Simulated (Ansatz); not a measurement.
SiGe₃:
```yaml
crystal:
  lattice:
    - [3.96671, 0.00000, 0.00000]
    - [0.00000, 3.96671, 0.00000]
    - [0.00000, 0.00000, 5.60008]
  atoms:
    - { symbol: Si, position: [0.00000, 0.00000, 0.00000] }
    - { symbol: Ge, position: [0.50000, 0.00000, 0.24435] }
    - { symbol: Ge, position: [0.50000, 0.50000, 0.50000] }
    - { symbol: Ge, position: [0.00000, 0.50000, 0.75565] }
```

r²SCAN in the plane-wave PAW code Ansatz gives a gap of 0.56 eV without spin–orbit coupling, maximum at Γ, minimum at R.

**Question.** What happens when spin–orbit coupling is switched on?

**Answer.** The gap decreases by 0.07 eV, to 0.49 eV; maximum at Γ, minimum at R.

**Question.** Give the electron effective mass with spin–orbit coupling.

**Answer.** 0.079, 0.11, 0.23 mₑ (principal values).

**Question.** Give the hole effective mass with spin–orbit coupling.

**Answer.** 0.086, 0.10, 0.21 mₑ (principal values).

Space group P-4m2. The start of the workflow was typed in or built on a structure type; neither database checked (COD, Materials Project) lists it. Its standing as an ambient phase is unchecked. The r²SCAN relaxation kept the symmetry of its start; whether a distortion lowers the energy is not shown.

Potentials: the earlier of the program's two PAW sets.
